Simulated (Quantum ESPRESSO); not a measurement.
Inputs of pw.x and gipaw.x (a modified build of Quantum ESPRESSO, PBE) for KCl; the starting potential comes from an earlier run on another mesh:

```
&CONTROL
  calculation = 'scf'
  prefix = 'x'
  pseudo_dir = './pseudo'
  outdir = './out'
  tprnfor = .true.
/
&SYSTEM
  ibrav = 0
  nat = 2
  ntyp = 2
  ecutwfc = 50
  ecutrho = 200
  occupations = 'fixed'
  nbnd = 8
/
&ELECTRONS
  conv_thr = 1e-11
  startingpot = 'file'
/
ATOMIC_SPECIES
K 39.098 K.GGA_PBE-JTH.UPF
Cl 35.450 Cl.GGA_PBE-JTH.UPF
CELL_PARAMETERS angstrom
    0.000000000000     3.126160650000     3.173288700000
    3.126160650000     0.000000000000     3.173288700000
    3.126160650000     3.126160650000     0.000000000000
ATOMIC_POSITIONS crystal
K      0.000000000000     0.000000000000     0.000000000000
Cl     0.500000000000     0.500000000000     0.500000000000
K_POINTS automatic
4 4 4 1 1 1
```

```
&INPUTGIPAW
  job = 'nmr'
  prefix = 'x'
  tmp_dir = './out/'
  restart_mode = 'from_scratch'
  pawproj(1) = .true.
  pawproj(2) = .true.
  use_nmr_macroscopic_shape = .false.
/
```

The cell was made here from a computed Materials Project entry: strained by +1 % along the cube axis and by -0.5 % across it, atoms relaxed (PBE without dispersion, pw.x of Quantum ESPRESSO, symmetry kept). The parent is KCl in Fm-3m. Stability against distortions was not tested.

### Question
What does gipaw.x print for the total shieldings?

### Answer
```
     Total NMR chemical shifts in ppm: ---------------------------------------
     (adopting the Simpson convention for anisotropy and asymmetry)-----------

     Atom  1  K   pos: (  0.000000  0.000000  0.000000)  Total sigma:        1148.41
          1151.1891          0.0000          0.0000
             0.0000       1151.1891         -0.0000
             0.0000         -0.0000       1142.8559

     K       1    anisotropy:     -8.33    eta:    0.0000
     K       1    sigma_11=   1151.19
     K       1    sigma_22=   1151.19
     K       1    sigma_33=   1142.86

     Atom  2  Cl  pos: (  0.701797  0.701797  0.712377)  Total sigma:         902.48
           905.4322         -0.0000          0.0000
            -0.0000        905.4322         -0.0000
             0.0000          0.0000        896.5847

     Cl      2    anisotropy:     -8.85    eta:    0.0000
     Cl      2    sigma_11=    905.43
     Cl      2    sigma_22=    905.43
     Cl      2    sigma_33=    896.58
```
The printed anisotropy is 3/2 (σ_33 − σ_iso) in the program's own order; the axes are left out here. Anisotropies that symmetry doesn't fix are less certain than the isotropic values. Shieldings are absolute and leave out the bulk-susceptibility term; a larger σ means a smaller chemical shift. By our sweeps, such settings leave a few ppm in absolute σ. The datasets of Cl hold no d projectors, which limits absolute σ on these atoms.
